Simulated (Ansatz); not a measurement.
MoSi$_{2}$ (MoSi2 type, space group I4/mmm)

```yaml
crystal:
  lattice:
    - [-1.59521, 1.59521, 3.91055]
    - [1.59521, -1.59521, 3.91055]
    - [1.59521, 1.59521, -3.91055]
  atoms:
    - { symbol: Mo, position: [0.00000, 0.00000, 0.00000] }
    - { symbol: Si, position: [0.33508, 0.33508, 0.00000] }
    - { symbol: Si, position: [0.66492, 0.66492, 0.00000] }
```

The slice is a (100) plane (indices of the conventional cell) through the point (0.000, 0.000, 0.000) (fractional), spanned by u = [101] and v = [110] in vectors of this cell: u (3.19 Å) and v (7.82 Å, at 90° to u). It covers one period; positions are fractions (u, v).

The numbers are results of PBEsol (plane waves to 420 eV, PAW, scalar-relativistic; Ansatz, a quantum-chemistry and plane-wave program), not measurements. k mesh 20×20×20. Near the nuclei the fields are pseudised (PAW); where an atom keeps semicore shells as valence, they peak there. MoSi2 is run without spin polarisation. MoSi2 was relaxed with its symmetry unable to fall. The PAW data are Ansatz's earlier set.

Problem. What is the ELF at the midpoint of the shortest Si–Si line in this plane (2.58 Å)?

Solution. 0.47.

Problem. The ELF has a maximum in the middle third of the Si–Si line. Where, and how high?

Solution. 0.51, 1.0 Å from Si.

Problem. Predict the map of the electron localisation function (ELF) on the slice.

Solution. 
```
|xxxx99661100333300116699xx|
|xx998844111133331111448899|
|66664411112233332211114466|
|11111111223333333322111111|
|22223333332222222233333322|
|77776655332211112233556677|
|99998866331100001133668899|
|88888877441100001144778888|
|xxxx55554411000011445555xx|
|xxxx33555533111133555533xx|
|xxxxxx6677552222557766xxxx|
|xxxx44778866444466887744xx|
|22446688886644446688886644|
|55667777665544445566777766|
|55666666554433334455666666|
|55555555443333333344555555|
|55666666554433334455666666|
|55667777665544445566777766|
|22446688886644446688886644|
|xxxx44778866444466887744xx|
|xxxxxx6677552222557766xxxx|
|xxxx33555533111133555533xx|
|xxxx55554411000011445555xx|
|88888877441100001144778888|
|99998866331100001133668899|
|77776655332211112233556677|
|22223333332222222233333322|
|11111111223333333322111111|
|66664411112233332211114466|
|xx998844111133331111448899|
|xxxx99661100333300116699xx|
|xxxxxx6611002222001166xxxx|
```
Scale: ten equal steps from 0.11 (start of '0') to 0.78 (end of '9'), in the order '0123456789'. Values: electron localisation function (ELF). The map has 13 points along u (two characters each, u = 0 at the left) and 32 along v (v = 0 in the bottom row). Points within 0.5 Å of a nucleus are blanked (x), as the pseudised field means little there.
